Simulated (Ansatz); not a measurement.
# Computed energy over volume and axial ratio: HfO2 (fluorite)

HfO$_{2}$ (fluorite)

```cif
data_Hf4O8
_chemical_formula_sum 'Hf4 O8'
_space_group_name_H-M_alt 'Fm-3m'
_space_group_IT_number 225
_space_group_name_Hall '-F 4 2 3'
_cell_length_a 5.05847
_cell_length_b 5.05847
_cell_length_c 5.05847
_cell_angle_alpha 90.000
_cell_angle_beta 90.000
_cell_angle_gamma 90.000
loop_
_atom_site_label
_atom_site_type_symbol
_atom_site_symmetry_multiplicity
_atom_site_Wyckoff_symbol
_atom_site_fract_x
_atom_site_fract_y
_atom_site_fract_z
_atom_site_occupancy
Hf1 Hf 4 a 0.00000 0.00000 0.00000 1
O1 O 8 c 0.25000 0.25000 0.25000 1
```
(The calculation used a cell of 3 atoms; values per cell refer to that cell.)

Grid over V/V₀ and (c/a)/(c/a)₀, subscript 0 meaning the relaxed cell; the conventional c axis lies along z; no internal relaxation.

The numbers are results of r2SCAN (plane waves to 500 eV, PAW, scalar-relativistic; Ansatz, a quantum-chemistry and plane-wave program), not measurements. k mesh 11×11×11 (Γ-centred), Fermi-Dirac smearing 0.05 eV. Energies are smeared free energies. Stress and pressure are positive under compression. HfO2 is run without spin polarisation. HfO2 was relaxed with its symmetry unable to fall. Spin-orbit coupling is left out, though Hf is heavy. This is a high-temperature form of HfO2. The zero of ΔE is the relaxed starting cell.

ΔE (meV/atom), with V/V₀ across and (c/a)/(c/a)₀ down:

```
(c/a)/(c/a)₀ \ V/V₀  0.920  0.960  1.000  1.040  1.080
-------------------  -----  -----  -----  -----  -----
0.920                146.0   93.3   76.7   89.4  125.8
0.960                 86.1   34.2   18.4   31.8   69.0
1.000                 67.3   15.7    0.0   13.6   51.1
1.040                 84.7   32.9   17.1   30.5   67.8
1.080                134.5   82.3   66.0   79.1  115.9
```

σzz − σxx (GPa), with V/V₀ across and (c/a)/(c/a)₀ down:

```tsv
(c/a)/(c/a)₀ \ V/V₀	0.920	0.960	1.000	1.040	1.080
0.920	45.9	43.4	41.1	38.9	37.0
0.960	22.3	21.1	20.0	19.0	18.1
1.000	0.0	0.0	0.0	0.0	0.0
1.040	-21.5	-20.4	-19.4	-18.5	-17.6
1.080	-42.5	-40.4	-38.5	-36.7	-35.0
```

Read from the data:

```
Item                                                                                                Result
-----------------------------------------------------  ---------------------------------------------------
Shear modulus C′ = (C11 − C12)/2 (fit, atoms clamped)                                              246 GPa
Lowest place on the grid                                 V/V₀ = 1.000, (c/a)/(c/a)₀ = 1.000 (0.0 meV/atom)
Highest place on the grid                              V/V₀ = 0.920, (c/a)/(c/a)₀ = 0.920 (146.0 meV/atom)
```

The 25 points together took very roughly 6 core-minutes.

(Under strain, the slope of the energy per volume gives the stress and its curvature an elastic modulus.)
